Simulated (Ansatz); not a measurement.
CoSn:
```
CELL_PARAMETERS angstrom
      5.21882     0.00000     0.00000
     -2.60941     4.51963     0.00000
      0.00000     0.00000     4.17024
ATOMIC_POSITIONS crystal
  Co 0.50000 0.00000 0.00000
  Co 0.50000 0.50000 0.00000
  Co 0.00000 0.50000 0.00000
  Sn 0.00000 0.00000 0.00000
  Sn 0.33333 0.66667 0.50000
  Sn 0.66667 0.33333 0.50000
```

Relaxed with PBEsol. Special points in fractions of this cell's reciprocal vectors: Γ (0.000, 0.000, 0.000); M (0.500, 0.000, 0.000); K (0.333, 0.333, 0.000); A (0.000, 0.000, 0.500); L (0.500, 0.000, 0.500); H (0.333, 0.333, 0.500).

List the band energies nearest the Fermi level at these points for DFT-PBEsol with spin–orbit coupling in the program Ansatz with PAW potentials.

In eV from the Fermi level; about four levels below and three above (degenerate sets whole), none deeper than 8.9 eV; points with the same levels are listed once.

| k | below | above |
|---|---|---|
| Γ | -0.44 -0.44 -0.41 -0.41 | 0.47 0.47 0.66 0.66 |
| M | -0.51 -0.51 -0.44 -0.44 | 0.71 0.71 0.98 0.98 |
| K | -0.66 -0.66 -0.22 -0.22 | 1.09 1.09 1.29 1.29 |
| A | -0.41 -0.41 -0.21 -0.21 | 0.49 0.49 1.36 1.36 |
| L | -0.44 -0.44 -0.16 -0.16 | 0.39 0.39 1.27 1.27 |
| H | -0.53 -0.53 -0.15 -0.15 | 1.25 1.25 3.37 3.37 |

Space group P6/mmm. The PBEsol relaxation kept the symmetry of its start. The workflow began spin-polarised and lost its moments.

Potentials: the later of the program's two PAW sets.
